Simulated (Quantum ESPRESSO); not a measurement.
Si3FO4N, a curve over one atom's position

A calculation, not a measurement. The program is pw.x of Quantum ESPRESSO 7.5 (plane-wave density functional theory). The cell is made up: 9 atoms on a quartz lattice, with randomly drawn elements, strain and displacements, not relaxed. PseudoDojo standard norm-conserving files (v0.5 for PBE, v0.4.1 for LDA and PBEsol) set the functional; there is no spin polarisation, spin-orbit coupling or dispersion term, and the masses in the input are unused placeholders.

Seven runs move atom 2 (Si, counted in the order of the input) along z and keep all else fixed.

Input of the run at -0.0024:

```
&control calculation='scf', pseudo_dir='./dojo.nc.sr.pbe.v0_5.standard.upf', outdir='./o', disk_io='medium', tprnfor=.true., tstress=.true. /
&system ibrav=0, nat=9, ntyp=4, nbnd=30, ecutwfc=84.00895049, nosym=.true., tot_charge=0,
 occupations='smearing', smearing='fd', degauss=0.0018374661
/
&electrons conv_thr=7.350e-09, electron_maxstep=60, /
ATOMIC_SPECIES
F 1.0 F.upf
N 1.0 N.upf
O 1.0 O.upf
Si 1.0 Si.upf
CELL_PARAMETERS angstrom
5.0878 0.0 0.0
-2.5439 4.4062 0.0
0.0 0.0 5.5844
ATOMIC_POSITIONS angstrom
Si 2.3981 -0.0897 3.7817
Si -1.2047 2.1541 1.8523
Si 1.359 2.4214 -0.0793
F 1.4148 1.1584 4.403
O 3.36 0.6698 2.5336
O 2.877 2.6624 0.5646
N 0.1836 1.9075 1.1424
O -1.0246 3.2673 3.0219
O 0.8623 3.7703 4.8455
K_POINTS automatic
5 5 4 1 1 1
```

| shift of atom 2 along z (Å) | free energy less that of the input shown (eV) | Fx on atom 2 (eV/Å) | Fy on atom 2 (eV/Å) | Fz on atom 2 (eV/Å) | pressure (GPa) | next band up at Gamma (eV) | iterations |
| --- | --- | --- | --- | --- | --- | --- | --- |
| -0.1278 | 0.1191 | -2.430 | -1.402 | 3.455 | 0.08 | 2.152 | 12 |
| -0.0965 | 0.0303 | -2.121 | -1.462 | 2.216 | -0.36 | 2.055 | 12 |
| -0.0369 | -0.0306 | -1.473 | -1.735 | -0.182 | -0.90 | 1.866 | 12 |
| -0.0024 | 0.0000 | -1.081 | -1.993 | -1.594 | -1.05 | 1.756 | 12 |
| +0.1316 | 0.5893 | 0.329 | -3.840 | -7.245 | -0.42 | 1.320 | 12 |
| +0.1653 | 0.8580 | 0.618 | -4.558 | -8.705 | 0.04 | 1.210 | 12 |
| +0.1812 | 1.0019 | 0.741 | -4.939 | -9.397 | 0.30 | 1.160 | 13 |

A cubic fit gives dFz/dz = -41.25 eV/Å² at zero shift. Across the table the free energy follows the integral of the force to within 0.1 meV. A rerun of one of the cells at 1437 eV and a 7 x 7 x 6 mesh moved values by no more than 0.002 eV in energy, 0.02 GPa in stress and 0.002 eV/Å in force. The band column is the level of band 25 at Gamma less that of band 24, whose number is half the electron count, rounded up; it comes from a band step after each run.